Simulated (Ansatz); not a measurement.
A distorted cell of GaP (zinc blende):

```xyz
4
Lattice="0.0000 5.5064 5.5064 2.7532 2.7532 5.5064 2.7532 2.7532 0.0000" Properties=species:S:1:pos:R:3 pbc="T T T"
P      4.1298     9.6363     9.6363
P      4.1298     6.8831     6.8831
Ga     0.0000     0.0000     0.0600
Ga     2.7532     5.5064     2.6932
```

These are PBE (plane waves to 420 eV, PAW, scalar-relativistic; Ansatz, a program for electronic structure) values and carry that method's errors. k mesh 10×10×10 (Γ-centred), Fermi-Dirac smearing 0.05 eV. Stress and pressure are positive under compression. GaP was relaxed with its symmetry unable to fall. The PAW data are Ansatz's earlier set.

Question: Predict the force on every atom, in eV/Å.

Answer: 
```json
[
 {"atom": "P1", "Fx": "0.000", "Fy": "0.000", "Fz": "0.000"},
 {"atom": "P2", "Fx": "0.000", "Fy": "0.000", "Fz": "0.000"},
 {"atom": "Ga3", "Fx": "0.000", "Fy": "0.000", "Fz": "-0.893"},
 {"atom": "Ga4", "Fx": "0.000", "Fy": "0.000", "Fz": "0.893"}
]
```

(For displaced atoms, the force is minus the slope of the energy, and its curvature is a force constant, which sets phonon frequencies.)
